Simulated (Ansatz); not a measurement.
The calculation used Ansatz 0.2.0, DFT PBE, scalar-relativistic, plane waves, PAW. All cells share a 420 eV cutoff and Γ-centred k meshes spaced at most about 0.3 Å⁻¹ (about 0.25 or finer for metals, 2π included). No spin polarisation in the final relaxations.

Temperature and zero-point effects are left out. All come from trial cells, and lower structures may exist.

Task: Which of these relaxed structures of In2As3 is the lowest in energy?
A.

```xyz
5
Lattice="3.8506 0.0000 0.0000 0.0000 3.8506 0.0000 0.0000 0.0000 8.4451" Properties=species:S:1:pos:R:3 pbc="T T T"
In    1.9253    0.0000    3.1087
In    0.0000    1.9253    5.3364
As    0.0000    1.9253    1.7691
As    1.9253    0.0000    6.6760
As    1.9253    1.9253    0.0000
```

B.

```xyz
5
Lattice="9.5408 0.0000 0.0000 -4.7704 8.2625 0.0000 0.0000 0.0000 2.7698" Properties=species:S:1:pos:R:3 pbc="T T T"
In    0.0000    5.5084    0.0000
In    4.7704    2.7542    0.0000
As    4.7704    0.0000    0.0000
As   -2.3852    4.1313    0.0000
As    2.3852    4.1313    0.0000
```

C.

```xyz
5
Lattice="4.4884 0.0000 0.0000 -2.2442 3.8871 0.0000 0.0000 0.0000 8.3000" Properties=species:S:1:pos:R:3 pbc="T T T"
In    0.0000    2.5914    1.3297
In    2.2442    1.2957    6.9704
As    0.0000    0.0000    0.0000
As    0.0000    2.5914    4.0894
As    2.2442    1.2957    4.2107
```

D.

```xyz
5
Lattice="4.9902 0.0000 0.0000 -2.4951 4.3217 0.0000 0.0000 0.0000 5.8813" Properties=species:S:1:pos:R:3 pbc="T T T"
In    0.0000    0.0000    0.0000
In    0.0000    2.8811    2.9406
As    2.4951    1.4406    1.2085
As    2.4951    1.4406    4.6728
As    0.0000    0.0000    2.9406
```

Result: C. It has space group P-3m1 (No. 164); the next, A, with space group P-4m2 (No. 115), lies 48 meV/atom higher. Counting As atoms around In (those within 1.25 times the shortest such distance or 1.15 times the sum of covalent radii; a plus sign parts nearer from farther groups), the lowest has In 4 and the next has In 4+3. The lowest and the next both hold As–As nets. Even the lowest lies +0.06 eV/atom against the elements.

In P-3m1, P-4m2, P-6m2, P6/mmm an odd number of electrons in the primitive cell allows no gap without spin; a larger cell or a magnetic state could open one. A magnetic state wasn't ruled out in cells without spin, among them P-3m1, P-4m2, P-6m2, P6/mmm. With atoms moved at random, P-3m1 came back. Other cells relaxed within their symmetry can be saddle points. Some structure types and database cells were kept out of the candidates from the start, so a known form may be missing.
